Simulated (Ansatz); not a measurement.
## Trial structures of Tm3F: starts and ends

All numbers below come from DFT PBE, scalar-relativistic, plane waves, PAW, and for the lanthanide a 4f-in-core norm-conserving potential, in Ansatz 0.2.0. All cells share a 690 eV cutoff and Γ-centred k meshes spaced at most about 0.3 Å⁻¹ (about 0.25 or finer for metals, 2π included). No spin polarisation in the final relaxations.

Each guess was relaxed in cell and atoms at zero pressure, within the symmetry of its start. These are static total energies at zero pressure. Coordination counts Tm atoms around F (those within 1.25 times the shortest such distance or 1.15 times the sum of covalent radii; a plus sign parts nearer from farther groups; the shortest distance is added where it is long for a bond).

```tsv
guess	made from	start group	V start (Å³/atom)	end group	V end (Å³/atom)	coordination at the end	gap on mesh (eV)	E over the lowest end (meV/atom)
1	InPd3 type	P4/mmm	19.7	?	?	?	?	?
2	TmPd3 type	Pm-3m	20.1	Pm-3m	26.0	F 12 from 3.3 Å	0	623
3	random cell	Im-3m	25.6	Im-3m	25.8	F 6 from 3.0 Å	0	630
4	Mn3Fe type	Pmmm	22.2	P4/mmm	23.7	F 8 from 3.0 Å	0	0
5	NaIn3 type	I4/mmm	21.7	I4/mmm	26.2	F 4+8 from 3.0 Å	0	535
6	random cell	Fm-3m	21.2	Fm-3m (BiF3 (D0_3))	26.4	F 8+6 from 3.2 Å	0	713
```

Guess 1 as it starts:

```
Tm F
1.0
     4.32951    0.00000    0.00000
     0.00000    4.32951    0.00000
     0.00000    0.00000    4.20250
Tm F
3 1
Direct
  0.50000 0.50000 0.00000
  0.50000 0.00000 0.50000
  0.00000 0.50000 0.50000
  0.00000 0.00000 0.00000
```

Question: Predict the end of this guess and its energy over the lowest end.

Answer: It ends in space group P4/mmm (No. 123), with a = 5.480 Å, c = 3.385 Å, 25.4 Å³/atom and no gap. It lies 0.37 eV/atom over the lowest end, above guess 4 and below guess 5. Counting Tm atoms around F, this end has F 8+4 from 3.2 Å and the lowest (guess 4) has F 8 from 3.0 Å.

```cif
data_structure
_symmetry_space_group_name_H-M 'P 1'
_symmetry_Int_Tables_number 1
_cell_length_a 5.4802
_cell_length_b 5.4802
_cell_length_c 3.3847
_cell_angle_alpha 90.000
_cell_angle_beta 90.000
_cell_angle_gamma 90.000
_cell_volume 101.65
loop_
_atom_site_label
_atom_site_type_symbol
_atom_site_fract_x
_atom_site_fract_y
_atom_site_fract_z
_atom_site_occupancy
Tm1 Tm 0.50000 0.50000 0.00000 1
Tm2 Tm 0.50000 0.00000 0.50000 1
Tm3 Tm 0.00000 0.50000 0.50000 1
F1 F 0.00000 0.00000 0.00000 1
```

The zero of energy is the elements' standard structures at the same level (F₂ as a molecule); no fitted shifts are applied.

Question: Is the lowest end bound against the elements?

Answer: Yes: its formation energy is −0.80 eV/atom. A negative formation energy is needed for stability but isn't enough: competing phases decide.

The k mesh leaves some 4 meV/atom of noise in the energy of each metallic cell. Cells relaxed within their symmetry can be saddle points. A lower structure may well exist outside this small set. Some types were kept out of the candidates beforehand, so the set may lack a known form.

The lanthanide is trivalent by construction, without f bands, f moments or other valences. The reference runs of the other elements, and any phases without the lanthanide, used 420 eV, which shifts energies against them by under 10 meV/atom. The lanthanide's reference is the lowest of its hcp, dhcp and fcc cells.
